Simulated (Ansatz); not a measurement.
Relaxing hafnium (omega (AlB2-type))

These are results of DFT, BLYP, plane waves (420 eV) with PAW, scalar-relativistic (Ansatz 0.2.0), not measurements. (PAW data from PBE, frozen cores regenerated.)

k-point mesh 7×7×10, Fermi-Dirac smearing 0.1 eV, no spin polarisation. Cell and atoms relax.

Starting structure:

```yaml
crystal:
  lattice:
    - [5.0195555627, 0.0, 0.0]
    - [-2.5097777813, 4.347062633, 0.0]
    - [0.0, 0.0, 3.0769875599]
  atoms:
    - { symbol: Hf, position: [0.0, 0.0, 0.0] }
    - { symbol: Hf, position: [0.3333333333, 0.6666666667, 0.5] }
    - { symbol: Hf, position: [0.6666666667, 0.3333333333, 0.5] }
hamiltonian:
  xc: blyp
  pseudopotentials:
    kind: paw
    azcp:
      Hf: "pseudopotentials/Hf.paw.azcp"
basis:
  ecutwfc: 420
  fft_grid_basis: typed
kpoints:
  mp_grid: { grid: [7, 7, 10], shift: [0, 0, 0] }
magnetization:
  spin_polarized: false
scf:
  occupations: { method: fermi_dirac, width: 0.1 }
relax:
  max_steps: 60
  f_tol: 0.01
  cell: {}
```

Q: The pressure at the start is 2.6 GPa. By how much does the volume change?

A: From 22.38 to 22.94 Å³ per atom, 2.5 %. The final cell has a = 5.038 Å, c = 3.130 Å (c/a = 0.621).

Q: How much energy does the relaxation gain?

A: 6.0 meV per atom.

Path of the relaxation (the plane waves are chosen anew near the end, which can shift the energy a little):

```json
{"step": "0", "E − E(final) (meV/atom)": "5.98", "V (Å³/atom)": "22.380", "P (GPa)": "2.63", "max force (eV/Å)": "0.000"}
{"step": "1", "E − E(final) (meV/atom)": "0.15", "V (Å³/atom)": "22.981", "P (GPa)": "-0.18", "max force (eV/Å)": "0.000"}
{"step": "2", "E − E(final) (meV/atom)": "0.11", "V (Å³/atom)": "22.941", "P (GPa)": "-0.01", "max force (eV/Å)": "0.000"}
{"step": "3", "E − E(final) (meV/atom)": "0.00", "V (Å³/atom)": "22.941", "P (GPa)": "-0.01", "max force (eV/Å)": "0.000"}
```
